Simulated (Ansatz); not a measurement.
## Ti4Ga: start and end of a relaxation

The guess for Ti4Ga was made by a generator: random cell by space group and Wyckoff sites (I-43m, No. 217). Lengths were set from tabulated atomic sizes, so they are only a guess.

start:

Space group I-43m (No. 217). a = 5.584 Å, b = 5.584 Å, c = 5.584 Å, α = 90.00°, β = 90.00°, γ = 90.00°
```json
{"atom": "Ti", "site": "8c", "symmetry": ".3m", "x": "0.2195", "y": "0.2195", "z": "0.2195"}
{"atom": "Ga", "site": "2a", "symmetry": "-43m", "x": "0.0000", "y": "0.0000", "z": "0.0000"}
```

Computed with DFT PBE, scalar-relativistic, plane waves, PAW in Ansatz. Cutoff 420 eV, Gaussian smearing, Γ-centred meshes. Cell and atoms relax first on a coarse mesh and then on a finer one. In between, the cell is made exact in the group found at 0.06 Å. In metals the finer mesh still leaves noise of several meV/atom or more. The steps can't lower the symmetry of their start. Collinear spin is switched on along the way, since trial moments persisted in a coarse test.

end:

Space group Im-3m (No. 229). a = 5.882 Å, b = 5.882 Å, c = 5.882 Å, α = 90.00°, β = 90.00°, γ = 90.00°
```json
{"atom": "Ti", "site": "8c", "symmetry": ".-3m", "x": "0.2500", "y": "0.2500", "z": "0.2500"}
{"atom": "Ga", "site": "2a", "symmetry": "m-3m", "x": "0.0000", "y": "0.0000", "z": "0.0000"}
```

The symmetry goes from I-43m (No. 217) to Im-3m (No. 229). The volume per atom grows by 16.9 %, from 17.4 to 20.4 Å³. The shortest distance goes from 2.12 Å (Ti–Ga) to 2.55 Å (Ti–Ga). The energy falls by about 0.64 eV/atom (the start's value is from the coarse mesh).

```
Volume per atom                             : 20.36 Å³
Density                                     : 4.26 g/cm³
Formation energy                            : +0.60 eV/atom
Gap on the 10×10×10 mesh of the 5-atom cell : 0 eV (a metal)
Net moment per atom                         : 0.66 μB
Moment by site                              : Ti 0.6 (×4) μB
```

Formation energies are uncorrected and refer to the elements' standard structures at the same level. It can't be a ground state, since the elements alone are lower.

The last run used collinear spin and Gaussian smearing of 0.10 eV. The magnetic state reached may not be the lowest. Symmetry constrained the relaxation, so the result can be a saddle point. In all, the 4 runs took 3.1 min on 1 thread of Intel(R) Xeon(R) Processor @ 2.70GHz (shared host). Another cell of Ti4Ga relaxed alike but without spin, in Cmmm, lies 0.43 eV/atom lower, so this cell isn't the stable form at this level. Site moments count only spheres around the atoms; the net moment includes the space between them.
